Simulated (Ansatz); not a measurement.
## TaSiAs, a database entry at a rescaled volume

```xyz
6
Lattice="3.5378 0.0000 0.0000 0.0000 3.5378 0.0000 0.0000 0.0000 7.9442" Properties=species:S:1:pos:R:3 pbc="T T T"
Si    0.0000    0.0000    0.0000
Si    1.7689    1.7689    0.0000
As    1.7689    0.0000    4.8380
As    0.0000    1.7689    3.1062
Ta    1.7689    0.0000    2.0337
Ta    0.0000    1.7689    5.9105
```

Method: r2SCAN, no spin polarisation; PAW, plane waves to 500 eV, 10×10×5 Γ-centred mesh, fermi-dirac occupations (width 0.1 eV) (Ansatz 0.2.0), atoms fixed.

Task: Where is the largest force?

Result: The largest is on As3 (and as large on other atoms): 0.27 eV/Å, components (0.00, 0.00, 0.27). It makes 67° with the line to a nearest neighbour, Ta6 at 2.72 Å.

Task: Metal or insulator?

Result: It is a metal, with about 1.3 states/eV a cell as the mean within 0.25 eV of the Fermi level, mostly Ta d (56 %) and As p (23 %).

Task: Give the Bader charges.

Result: Bader charges in e: Ta +1.29, Si -0.45, As -0.84. In the mean Ta gives up most and As takes most.

Task: What is the formation energy?

Result: -0.54 eV an atom against the elements' usual phases (free molecules for gases, crystals otherwise, with no correction for O₂ or N₂), so it is bound against them; other compounds may still compete. Relaxing would lower it.

Task: Is the cell too large or too small?

Result: The pressure is -4.9 GPa (compression positive), so with the atoms held at these fractions the cell would first shrink.

Origin: a database entry at a rescaled volume.
